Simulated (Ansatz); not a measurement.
FeNi:
```yaml
crystal:
  lattice:
    - [2.51368, 0.00000, 0.00000]
    - [0.00000, 2.51368, 0.00000]
    - [0.00000, 0.00000, 3.53618]
  atoms:
    - { symbol: Fe, position: [0.00000, 0.00000, 0.00000] }
    - { symbol: Ni, position: [0.50000, 0.50000, 0.50000] }
```
The run is spin-polarised; directions of the spins, atom by atom: ↑ ↑.

Relaxed with r²SCAN.

Give the Bader charges and basin volumes of the independent atoms, r²SCAN in the plane-wave PAW code Ansatz.



```csv
atom,Bader charge (e),Bader volume (Å³)
Fe1,+0.32,10.7
Ni2,-0.32,11.7
```

Space group P4/mmm (L1₀ or tetragonal B2). The workflow started from a Materials Project entry (that database holds measured and hypothetical structures alike); the Crystallography Open Database files this formula in space group No. 123, but the cells were not matched. Whether it is the stable phase at ambient conditions was not checked. The r²SCAN relaxation kept the symmetry of its start; its stability against distortions is not shown here. The final state is ferromagnetic, chosen from 5 collinear starts compared on coarse meshes (ties went to the first, and starts can fall back to one state), not a proven ground state. Other orbital occupations within this spin state were not tried.

Potentials: the earlier of the program's two PAW sets. The files were generated under PBE; for other functionals the program regenerates the frozen cores, and for LDA and PBEsol the local potential too.
